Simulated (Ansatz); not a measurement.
ZrTa:
```yaml
crystal:
  lattice:
    - [3.43505, 0.00000, 0.00000]
    - [0.00000, 3.43505, 0.00000]
    - [0.00000, 0.00000, 3.43505]
  atoms:
    - { symbol: Ta, position: [0.00000, 0.00000, 0.00000] }
    - { symbol: Zr, position: [0.50000, 0.50000, 0.50000] }
```

Relaxed with r²SCAN.

**Question.** Map the valence electron density (e/Å³), cut off at 3 on the plane through (0.000, 0.000, 0.000) spanned by u = [1, 0, 0] and v = [0, 1, 1] in lattice vectors, from DFT-r²SCAN in the program Ansatz with PAW potentials.

**Answer.** x is the fraction of u, y of v (the angle between them is 90°; rows are the nearest grid lines); atoms in the plane: Ta at (0.00, 0.00), Zr at (0.50, 0.50).
```
y \ x   0.000  0.118  0.176  0.294  0.353  0.471  0.529  0.647  0.706  0.824  0.882   1.00
------  -----  -----  -----  -----  -----  -----  -----  -----  -----  -----  -----  -----
1.00     3.00   3.00   3.00  0.528  0.284  0.209  0.209  0.284  0.528   3.00   3.00   3.00
0.917    3.00   3.00   2.21  0.412  0.261  0.207  0.207  0.261  0.412   2.21   3.00   3.00
0.833    1.51  0.940  0.580  0.266  0.226  0.203  0.203  0.226  0.266  0.580  0.940   1.51
0.750   0.305  0.273  0.250  0.232  0.243  0.276  0.276  0.243  0.232  0.250  0.273  0.305
0.708   0.231  0.224  0.223  0.278  0.359  0.549  0.549  0.359  0.278  0.223  0.224  0.231
0.625   0.187  0.200  0.244  0.821   1.58   2.93   2.93   1.58  0.821  0.244  0.200  0.187
0.542   0.169  0.201  0.321   1.92   3.00   3.00   3.00   3.00   1.92  0.321  0.201  0.169
0.458   0.169  0.201  0.321   1.92   3.00   3.00   3.00   3.00   1.92  0.321  0.201  0.169
0.375   0.187  0.200  0.244  0.821   1.58   2.93   2.93   1.58  0.821  0.244  0.200  0.187
0.292   0.231  0.224  0.223  0.278  0.359  0.549  0.549  0.359  0.278  0.223  0.224  0.231
0.250   0.305  0.273  0.250  0.232  0.243  0.276  0.276  0.243  0.232  0.250  0.273  0.305
0.167    1.51  0.940  0.580  0.266  0.226  0.203  0.203  0.226  0.266  0.580  0.940   1.51
0.0833   3.00   3.00   2.21  0.412  0.261  0.207  0.207  0.261  0.412   2.21   3.00   3.00
0.000    3.00   3.00   3.00  0.528  0.284  0.209  0.209  0.284  0.528   3.00   3.00   3.00
```

The density is the valence pseudo-density with augmentation charge, so density and ELF within about 1 Å of a nucleus are not all-electron values.

Space group Pm-3m (CsCl type). The start of the workflow was typed in or built on a structure type; neither database checked (COD, Materials Project) lists it. Its standing as an ambient phase is unchecked. The r²SCAN relaxation kept the symmetry of its start; its stability against distortions is not shown here. No spin polarisation was allowed. Its formation energy is positive at this level, so the cell may be metastable or incomplete. Scalar-relativistic: spin–orbit coupling is off unless named, which matters more the heavier the elements.

Potentials: the earlier of the program's two PAW sets.
